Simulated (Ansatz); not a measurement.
A distorted cell of TiSi$_{2}$ (C54 type, space group Fddd):

```xyz
6
Lattice="0.0000 4.1323 4.2827 2.4031 0.0000 4.2827 2.4031 4.1323 0.0000" Properties=species:S:1:pos:R:3 pbc="T T T"
Si     2.6193     5.3666     4.6679
Si     2.4031     2.7851     4.2827
Si     3.6047     4.8512     6.4240
Si     3.6047     7.5458     6.4240
Ti     0.0000     0.0000     0.0000
Ti     1.2016     2.0662     2.1413
```

The numbers are results of PBE (plane waves to 420 eV, PAW, scalar-relativistic; Ansatz, an electronic-structure program), not measurements. k mesh 10×10×10 (Γ-centred), Fermi-Dirac smearing 0.05 eV. E stands for the smeared free energy. Compression counts positive. With partly filled bands, energies and forces of such displacements shift with the k mesh and the smearing. TiSi2 is run without spin polarisation. TiSi2 was relaxed with its symmetry unable to fall.

Predict the force on every atom, in eV/Å.


```json
[
 {"atom": "Si1", "Fx": "-2.315", "Fy": "1.421", "Fz": "-5.343"},
 {"atom": "Si2", "Fx": "0.247", "Fy": "-0.132", "Fz": "-0.265"},
 {"atom": "Si3", "Fx": "2.058", "Fy": "-0.827", "Fz": "3.806"},
 {"atom": "Si4", "Fx": "-0.020", "Fy": "-0.077", "Fz": "0.307"},
 {"atom": "Ti5", "Fx": "0.636", "Fy": "-0.328", "Fz": "0.254"},
 {"atom": "Ti6", "Fx": "-0.605", "Fy": "-0.056", "Fz": "1.241"}
]
```

What is the stress tensor (GPa)?


```
    4.8     -2.7      5.5
   -2.7      1.3     -1.1
    5.5     -1.1     12.4
```
The pressure, a third of the trace, is 6.1 GPa.

In it atom 1 sits (0.216, -0.113, 0.385) Å away from its relaxed site. What is its energy relative to the relaxed cell?

1107 meV/cell.

(A displaced cell: forces are minus the slopes of the energy, force constants its curvatures, and phonons follow from these.)
